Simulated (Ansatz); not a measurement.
HfH₃ (P6_3/mmc): electronic heat capacity and spin susceptibility from the density of states

All numbers below come from DFT r2SCAN, scalar-relativistic, plane waves, PAW (Ansatz).

Settings: cutoff 500 eV, Γ-centred mesh 9×9×12 on the computed 8-atom cell, Gaussian smearing of 0.10 eV; no spin polarisation.

Relaxed cell: P6_3/mmc, a = 4.725 Å, b = 4.725 Å, c = 3.213 Å, α = 90.00°, β = 90.00°, γ = 120.00°, 8 atoms in the primitive cell. Whether it is the stable form of this composition wasn't checked.

The density of states at the Fermi level is 2.541 states/eV in the cell of 8 atoms (2 formula units; both spins, tetrahedra on a 14×14×18 mesh).

Q: What Sommerfeld coefficient and Pauli susceptibility does this give?

A: Per formula unit N(E_F) = 1.270 states/eV. γ = (π²/3) k_B² N(E_F) N_A = 2.357 mJ/(mol K²) per state/eV, so γ = 3.0 mJ/(mol K²), a mole of formula units. χ_P = μ_B² N(E_F) N_A = 3.23×10⁻⁵ emu/mol per state/eV gives 4.1×10⁻⁵ emu/mol. This is the bare band result: a measured γ of the same phase is as a rule larger by a factor 1 + λ from phonons and spin fluctuations, the spin part of χ is larger by the Stoner factor, and a measured χ also holds orbital and core terms. N(E_F) at one energy is sensitive to the mesh where the density of states has sharp peaks.

Spin-orbit coupling is left out, which matters for the bands of heavy elements.

Cost: 1 run of about 2.3 core-minutes, on Arm Neoverse V1 (shared hosts).